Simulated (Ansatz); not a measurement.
# Data sheet: Os (DFT)

Os:
Space group Fm-3m (No. 225); a = b = c = 3.820 Å, α = β = γ = 90.00°

```tsv
atom	site	symmetry	x	y	z
Os	4a	m-3m	0.0000	0.0000	0.0000
```
(The calculation used a cell of 1 atom; values per cell refer to that cell.)

Space group Fm-3m (No. 225), fcc (Cu type); conventional cell a = 3.8204 Å, b = 3.8204 Å, c = 3.8204 Å, α = 90.00°, β = 90.00°, γ = 90.00°.

Method: plane-wave PAW PBEsol (Ansatz code). Geometry: relaxed at this level of theory. Other levels are named where they apply.

Cell and energy:

Volume per atom: 13.94 Å³
Density: 22.66 g/cm³

Electronic structure:

- Electronic character = metallic (no gap)
- Density of states at the Fermi level = 0.71 states/eV per atom (mean over ±0.08 eV)
- Gap with spin–orbit coupling = none (metallic)

Mechanics:

- Bulk modulus (Birch–Murnaghan fit) = 424 GPa
- Pressure derivative B′ = 4.7
- Elastic constants (relaxed ions, GPa) = C11 = 653, C12 = 311, C44 = 344
- Mechanical stability = stable (all eigenvalues of C positive)
- Hill bulk and shear moduli = 425 and 260 GPa
- Young's modulus = 647 GPa
- Poisson's ratio = 0.25
- Debye temperature from the elastic constants = 465 K

Phonons:

- Dynamical stability on the path: stable (no imaginary branch)
- Zero-point energy: 26.6 meV/atom
- Vibrational entropy at 300 K: 35.2 J/(K·mol of atoms)

The workflow started from an entry of the Crystallography Open Database (COD), which files this formula under 2 space groups. It is not the phase usual at ambient conditions (space group No. 194). The PBEsol relaxation kept the symmetry of its start. No spin polarisation was allowed. As this level gives no gap, shear constants depend on the k-mesh and smearing (Fermi–Dirac, 0.1 eV here). As this level gives no gap, phonon frequencies hold no LO–TO term and depend on the k-mesh and smearing (Fermi–Dirac, 0.1 eV here). Spin–orbit coupling is left out wherever it is not named.

Potentials: the earlier of the program's two PAW sets. The files were generated under PBE; for other functionals the program regenerates the frozen cores, and for LDA and PBEsol the local potential too.
